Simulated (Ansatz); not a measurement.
Here is the system:

In$_{2}$Ge$_{2}$O$_{7}$:
```xyz
11
Lattice="3.3273 4.4338 0.0000 -3.3273 4.4338 0.0000 -1.0388 0.0000 4.8506" Properties=species:S:1:pos:R:3 pbc="T T T"
In     0.0000     6.1449     0.0000
In     0.0000     2.7227     0.0000
Ge     1.1337     4.4338     2.8825
Ge    -2.1724     4.4338     1.9681
O     -1.9465     2.9553     1.0276
O      0.9077     5.9122     3.8230
O      0.9077     2.9553     3.8230
O     -1.9465     5.9122     1.0276
O     -0.5194     0.0000     2.4253
O     -1.3333     4.4338     3.5246
O      0.2945     4.4338     1.3260
```

This is the PBEsol-relaxed structure. Cartesian axes are those of the cell as given.

**Question.** All from DFT-PBEsol in the program Ansatz with PAW potentials, unless another level is named. Estimate the electronic dielectric constant ε∞ (DFPT).

**Answer.** 4.19 (xx), 3.92 (yy), 3.88 (zz).

**Question.** Predict the Born charges (a third of the trace).

**Answer.** In +3.41, Ge +3.68, O -2.10 to -1.98 e.

Space group C2/m. The first step of the workflow began from a Materials Project structure, measured or hypothetical; the Crystallography Open Database files this formula in space group No. 12, but the cells were not matched. Whether it is the stable phase at ambient conditions was not checked. The cell was relaxed with PBEsol under the symmetry of its start. At this level the phase is dynamically unstable (imaginary phonons). Scalar-relativistic: spin–orbit coupling is off unless named, which matters more the heavier the elements.

Potentials: the later of the program's two PAW sets.
